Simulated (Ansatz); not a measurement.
The elements of this relaxed trial crystal are hidden behind letters.

```
lattice vectors (Å)
   4.8861    0.0000    0.0000
   0.0000    4.8861    0.0000
   0.0000    0.0000    4.8861
fractional positions
X 0.0000 0.5000 0.0000
X 0.0000 0.0000 0.5000
X 0.5000 0.0000 0.0000
Z 0.0000 0.0000 0.0000
Z 0.5000 0.0000 0.5000
Z 0.5000 0.5000 0.0000
Z 0.0000 0.5000 0.5000
```

Computed with DFT PBE, scalar-relativistic, plane waves, PAW (Ansatz). Plane waves to 420 eV, a 12×12×12 mesh through Γ for the 7-atom cell and 0.10 eV Gaussian smearing; no spin polarisation.

* Space group: Pm-3m (No. 221)
* Conventional cell: a = 4.886 Å
* Volume per atom: 16.66 Å³
* Density: 5.86 g/cm³
* Formation energy: −0.02 eV/atom
* Gap on the 12×12×12 mesh of the 7-atom cell: 0 eV (a metal)

Energies are uncorrected and count from the elements' standard states at the same level.

Problem. X is a d-block element of period 5 and Z is a p-block element of period 3. Which elements are they?

Solution. X = Mo, Z = P, so the formula is Mo3P4. Density times volume gives a mean mass of 5.86 × 16.66/1.6605 = 58.8 u per atom, and this set has 58.8 u. Around Mo lie 6 P at 2.44 Å; P on a site of symmetry m-3m is surrounded by 6 Mo at 2.44 Å; P on a site of symmetry 4/mmm is surrounded by 4 Mo at 2.44 Å. Other sets within the hints have nearly the same mass, so mass alone doesn't settle it; this one was computed.

Symmetry constrained the relaxation, so the result can be a saddle point.
